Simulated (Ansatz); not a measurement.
## Rocksalt alloy of MgO and CdO (6 of 32 Mg sites exchanged), 64 atoms

Ansatz, PAW, plane waves. PBEsol relaxation of volume and atoms (shape held) at the single k point (¼, ¼, ¼) without its symmetry partners; single points on the relaxed atoms at the Γ point alone, onto which points of the small cell's zone fold. Arrangement: random. No spin–orbit coupling unless named.

Relaxed structure:

```xyz
64
Lattice="8.6589 0.0000 0.0000 0.0000 8.6589 0.0000 0.0000 0.0000 8.6589" Properties=species:S:1:pos:R:3 pbc="T T T"
O     2.1322    0.1271    8.6503
O     2.0275    0.1411    4.3566
O     2.1374    4.1884    8.5479
O     2.1289    4.1986    4.4507
O     6.5119    0.0255    8.6562
O     6.5996    0.0304    4.3401
O     6.5008    4.3021    8.6447
O     6.5104    4.3055    4.3505
O     8.6264    2.1763    0.0065
O     8.6263    2.2020    4.3303
O     8.5303    6.4867    0.0045
O     8.5325    6.4818    4.3284
O     4.3484    2.1822    0.0051
O     4.3451    2.2768    4.3314
O     4.4528    6.4668    0.0070
O     4.4591    6.3712    4.3305
O     8.6486    8.5353    2.1468
O     8.6588    8.5274    6.5162
O     8.5484    4.4764    2.1632
O     8.6434    4.4634    6.5048
O     4.3481    8.6315    2.0537
O     4.3285    8.6253    6.6094
O     4.4313    4.3544    2.1473
O     4.3415    4.3504    6.5157
O     2.3137    2.0534    2.1761
O     2.3024    2.1402    6.4984
O     2.2181    6.6327    2.1758
O     2.2075    6.5089    6.4980
O     6.3752    2.1477    2.1698
O     6.3700    2.1523    6.4924
O     6.4725    6.5180    2.1707
O     6.4721    6.5019    6.4955
Mg    8.6347    8.6371    0.0010
Mg    8.6378    8.6350    4.3363
Mg    8.6132    4.3512    8.6386
Mg    8.6151    4.3541    4.3588
Mg    4.3550    0.0144    0.0023
Mg    4.3763    4.3143    8.6454
Mg    4.3759    4.3182    4.3547
Mg    2.2168    2.1514    8.6417
Mg    2.1975    2.1675    4.3557
Mg    6.4590    2.1633    0.0011
Mg    6.4703    2.1792    4.3355
Mg    6.4896    6.4958    0.0005
Mg    6.4996    6.4793    4.3360
Mg    2.1643    0.0229    2.1414
Mg    2.1657    0.0170    6.5216
Mg    2.1863    4.3088    6.5004
Mg    6.4919    8.6522    2.1484
Mg    6.4899    8.6466    6.5143
Mg    6.4812    4.3428    2.1675
Mg    6.4766    4.3425    6.4992
Mg    8.5757    6.5130    2.1672
Mg    8.6022    6.4956    6.5010
Mg    4.3516    2.1679    2.1488
Mg    4.3376    2.1827    6.5167
Mg    4.3917    6.4952    2.1453
Mg    4.3710    6.4762    6.5216
Cd    4.3264    0.0036    4.3307
Cd    2.1595    6.4964    0.0023
Cd    2.1508    6.4936    4.3406
Cd    2.1695    4.3193    2.1705
Cd    0.0002    2.1582    2.1697
Cd    0.0079    2.1633    6.4968
```

Problem. What are the mean bond lengths by pair (pairs within 1.2 times the sum of covalent radii, less contacts 15 % beyond the pair's median; cation–cation pairs of compounds aside; long ionic contacts are cut short by that bound)?

Solution. Cd–O 2.264 ± 0.054 Å (standard deviation, 36 bonds); Mg–O 2.144 ± 0.057 Å (standard deviation, 156 bonds).

Problem. What gap lies between the top filled and the lowest empty level in the single points?

Solution. HSE06 4.01 eV (2.8 min on 7 threads of Neoverse-V2).
